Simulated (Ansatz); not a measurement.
Pd:
```
CELL_PARAMETERS angstrom
      0.00000     1.93751     1.93751
      1.93751     0.00000     1.93751
      1.93751     1.93751     0.00000
ATOMIC_POSITIONS crystal
  Pd 0.00000 0.00000 0.00000
```

Relaxed with PBEsol. Special points in fractions of this cell's reciprocal vectors: Γ (0.000, 0.000, 0.000); X (0.500, 0.000, 0.500); U (0.625, 0.250, 0.625); K (0.375, 0.375, 0.750); L (0.500, 0.500, 0.500); W (0.500, 0.250, 0.750).

Q: List the band energies nearest the Fermi level at these points for the program Ansatz at the PBEsol level (PAW).

A: In eV from the Fermi level; about four levels below and three above (degenerate sets whole), none deeper than 8.9 eV; … stands for higher levels left out; points with the same levels are listed once.

| k | below | above |
|---|---|---|
| Γ | -7.37 -2.93 -2.93 -2.93 | … |
| X | -5.55 -5.26 -0.04 | 0.30 0.30 … |
| U | -4.28 -2.05 -0.98 -0.17 | … |
| L | -2.97 -2.97 -0.02 -0.02 | … |
| W | -4.46 -3.50 -3.50 -1.36 | 0.30 … |

Space group Fm-3m (fcc (Cu type)). Symmetry was held in the PBEsol relaxation. The run is not spin-polarised. Spin–orbit coupling is left out wherever it is not named.

Potentials: the later of the program's two PAW sets.
